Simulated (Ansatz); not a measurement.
Rb (bcc)

Computed with Ansatz (plane waves, PAW, 420 eV cutoff): PBE with spin–orbit coupling, two-component spinors, 10×10×10 k-mesh, Gaussian smearing of 0.05 eV; PAW files: Ansatz's generated set soft_2.

```
Rb
1.0
    -2.84257    2.84257    2.84257
     2.84257   -2.84257    2.84257
     2.84257    2.84257   -2.84257
Rb
1
Direct
  0.00000 0.00000 0.00000
```

The cell is relaxed to zero pressure at this level.

Path: Γ–H–N–Γ–P–H | P–N, with Γ = (0.000, 0.000, 0.000), H = (0.500, -0.500, 0.500), N = (0.000, 0.000, 0.500), P = (0.250, 0.250, 0.250) in reciprocal vectors of the calculation's cell.

Levels between -4 and 4 eV from the Fermi level at the path's named points:
| point | below E_F (eV) | above E_F (eV) |
| --- | --- | --- |
| Γ | -1.96 -1.96 | 3.66 3.66 3.66 3.66 3.68 3.68 |
| H |  | 1.26 1.26 1.26 1.26 3.13 3.13 3.26 3.26 3.26 3.26 |
| N |  | 0.24 0.24 0.77 0.77 2.58 2.58 |
| P |  | 1.25 1.25 1.31 1.31 1.31 1.31 2.55 2.55 |

**Question.** By these bands, is it a metal or an insulator, and if it has a gap, where are the band edges on this path?

**Answer.** A metal: bands cross the Fermi level.

With 9 valence electrons in the calculation's cell and no magnetic order, the Kramers pairs of bands, two electrons each, can't all be full or empty: band theory demands a metal. The relaxed cell is 4 % larger in volume than the cell of this structure in the Crystallography Open Database (88.37 Å³/atom, 1955).
